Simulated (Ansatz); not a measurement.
MgTiNO in space group P4/nmm (No. 129; Ti on 2c, N on 2c, Mg on 2c, O on 2c) at seven volumes, plane-wave PAW r²SCAN (Ansatz code), shape and atoms relaxed at each. One row is withheld.

```
V (Å³/atom)  P (GPa)
-----------  -------
8.624              ?
8.908          15.20
9.193           6.97
9.477           0.00
9.761          -5.87
10.045        -10.77
10.330        -14.77
```

**Question.** Fit the shown pressures and predict the withheld one.

**Answer.** Third-order Birch–Murnaghan: P = (3/2)B₀(x^(7/2) − x^(5/2))[1 + (3/4)(B′ − 4)(x − 1)] with x = (V₀/V)^(2/3). Least squares on the six rows gives V₀ = 9.476 Å³/atom, B₀ = 211.8 GPa, B′ = 4.88. At V = 8.624, x = 1.0648 and P = 25.13 GPa. The run itself gave 24.89 GPa.

The start of the workflow was typed in or built on a structure type; neither database checked (COD, Materials Project) lists it. Its standing as an ambient phase is unchecked. The r²SCAN relaxation kept the symmetry of its start; its stability against distortions is not shown here. The workflow began spin-polarised and lost its moments.

Potentials: the earlier of the program's two PAW sets.
